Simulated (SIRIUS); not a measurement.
Band structure of Al(CoSi)2 (P-3m1, 5 atoms in the cell; from Materials Project mp-10010).

```
Al(CoSi)2
1.0
    3.88940     0.00000     0.00000
   -1.94470     3.36832     0.00000
    0.00000     0.00000     4.58775
Al Co Si
1 2 2
Cartesian
  0.00000   0.00000   0.00000
  1.94470   1.12277   0.74372
  0.00000   2.24555   3.84403
  0.00000   2.24555   1.59686
  1.94470   1.12277   2.99089
```

All values come from this method and carry its errors: LDA (PW92), GBRV LDA ultrasoft pseudopotentials (plane waves; SIRIUS).

Settings: parameters.ngridk = 9 9 7; parameters.xc_functionals = [XC_LDA_X, XC_LDA_C_PW]; parameters.gk_cutoff = 6.325 1/bohr; parameters.pw_cutoff = 14.143 1/bohr; parameters.smearing = gaussian; parameters.smearing_width = 0.00499791 Ha; potentials = GBRV LDA ultrasoft pseudopotentials; parameters.electronic_structure_method = pseudopotential; parameters.num_bands = 29; parameters.num_mag_dims = 0; parameters.num_dft_iter = 100; parameters.energy_tol = 1e-07 Ha; parameters.density_tol = 1e-06; mixer.type = anderson.

The run has no spin polarisation, so moments on Co cannot form. The structure comes from a collection of computed structures, made at another level of theory; the collection holds predicted forms beside known ones.

Points are given in units of this cell's reciprocal vectors. Levels in eV from the Fermi level, bands 20 to 27:
```json
[
 {"point": "Γ (0 0 0)", "20": "-1.23", "21": "-1.15", "22": "0.68", "23": "0.68", "24": "2.84", "25": "3.22", "26": "3.22", "27": "3.67"},
 {"point": "M (0.5 0 0)", "20": "-1.49", "21": "-1.47", "22": "-1.28", "23": "-0.94", "24": "1.58", "25": "1.76", "26": "2.81", "27": "3.49"},
 {"point": "K (0.333 0.333 0)", "20": "-1.55", "21": "-1.47", "22": "-0.90", "23": "-0.90", "24": "1.27", "25": "2.19", "26": "2.19", "27": "3.30"},
 {"point": "A (0 0 0.5)", "20": "-1.38", "21": "1.22", "22": "1.74", "23": "1.74", "24": "2.81", "25": "2.81", "26": "3.59", "27": "3.75"},
 {"point": "L (0.5 0 0.5)", "20": "-1.42", "21": "-1.26", "22": "-0.56", "23": "-0.54", "24": "1.25", "25": "1.54", "26": "3.54", "27": "6.31"},
 {"point": "H (0.333 0.333 0.5)", "20": "-1.32", "21": "-1.32", "22": "-0.91", "23": "-0.91", "24": "0.53", "25": "5.45", "26": "5.45", "27": "5.46"}
]
```

3 bands cross the Fermi level along this path, so the cell has no gap at this level.

The Fermi level comes from the SCF mesh, which can miss band crossings, so its place against them is uncertain.
